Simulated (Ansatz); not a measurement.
Space group I4/mcm (No. 140). a = 5.487 Å, b = 5.487 Å, c = 7.809 Å, α = 90.00°, β = 90.00°, γ = 90.00°
```tsv
atom	site	symmetry	x	y	z
Sr	4b	-42m	0.0000	0.5000	0.2500
Ti	4c	4/m..	0.0000	0.0000	0.0000
O	4a	422	0.0000	0.0000	0.2500
O	8h	m.2m	0.2254	0.7254	0.0000
```

Equation of state of this SrTiO$_{3}$ structure (not necessarily the ground state), with shape and atoms relaxed at each volume where symmetry leaves them free. These are results of DFT PBEsol, scalar-relativistic, plane waves, PAW (Ansatz), not measurements.

Settings: cutoff 420 eV, Γ-centred mesh 8×8×8 on the computed 10-atom cell, Gaussian smearing of 0.02 eV; no spin polarisation.

```json
{"V (Å³/atom)": "10.345", "E − E(largest V) (meV/atom)": "63.75", "P (GPa)": "30.45", "gap on mesh (eV)": "2.36"}
{"V (Å³/atom)": "10.697", "E − E(largest V) (meV/atom)": "7.45", "P (GPa)": "20.95", "gap on mesh (eV)": "2.26"}
{"V (Å³/atom)": "11.050", "E − E(largest V) (meV/atom)": "-29.50", "P (GPa)": "12.84", "gap on mesh (eV)": "2.16"}
{"V (Å³/atom)": "11.403", "E − E(largest V) (meV/atom)": "-49.95", "P (GPa)": "5.92", "gap on mesh (eV)": "2.06"}
{"V (Å³/atom)": "11.755", "E − E(largest V) (meV/atom)": "-56.31", "P (GPa)": "0.01", "gap on mesh (eV)": "1.97"}
{"V (Å³/atom)": "12.108", "E − E(largest V) (meV/atom)": "-50.63", "P (GPa)": "-5.05", "gap on mesh (eV)": "1.89"}
{"V (Å³/atom)": "12.460", "E − E(largest V) (meV/atom)": "-34.67", "P (GPa)": "-9.36", "gap on mesh (eV)": "1.80"}
{"V (Å³/atom)": "12.931", "E − E(largest V) (meV/atom)": "0.00", "P (GPa)": "-14.13", "gap on mesh (eV)": "1.70"}
```

Problem. Fit a third-order Birch–Murnaghan equation to E(V).

Solution. V0 = 11.76 Å³/atom, B0 = 182 GPa, B0' = 4.2.

The gaps are read on the mesh, which can miss the band edges, so they can be too wide.